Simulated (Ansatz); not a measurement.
ScPd$_{3}$C (anti-perovskite, space group No. 221) at seven volumes, plane-wave PAW PBE (Ansatz code), scaled uniformly. One row is withheld.

```json
[
 {"V (Å³/atom)": "13.501", "P (GPa)": "19.66"},
 {"V (Å³/atom)": "13.946", "P (GPa)": "11.93"},
 {"V (Å³/atom)": "14.391", "P (GPa)": "?"},
 {"V (Å³/atom)": "14.836", "P (GPa)": "-0.01"},
 {"V (Å³/atom)": "15.281", "P (GPa)": "-4.58"},
 {"V (Å³/atom)": "15.727", "P (GPa)": "-8.42"},
 {"V (Å³/atom)": "16.172", "P (GPa)": "-11.62"}
]
```

Question: Fit the shown pressures and predict the withheld one.

Answer: Third-order Birch–Murnaghan: P = (3/2)B₀(x^(7/2) − x^(5/2))[1 + (3/4)(B′ − 4)(x − 1)] with x = (V₀/V)^(2/3). Least squares on the six rows gives V₀ = 14.835 Å³/atom, B₀ = 166.0 GPa, B′ = 4.85. At V = 14.391, x = 1.0205 and P = 5.43 GPa. The run itself gave 5.45 GPa.

Space group Pm-3m (anti-perovskite). The start of the workflow was typed in or built on a structure type; neither database checked (COD, Materials Project) lists it. Its standing as an ambient phase is unchecked. The PBE relaxation kept the symmetry of its start; whether a distortion lowers the energy is not shown. The run is not spin-polarised.

Potentials: the earlier of the program's two PAW sets.
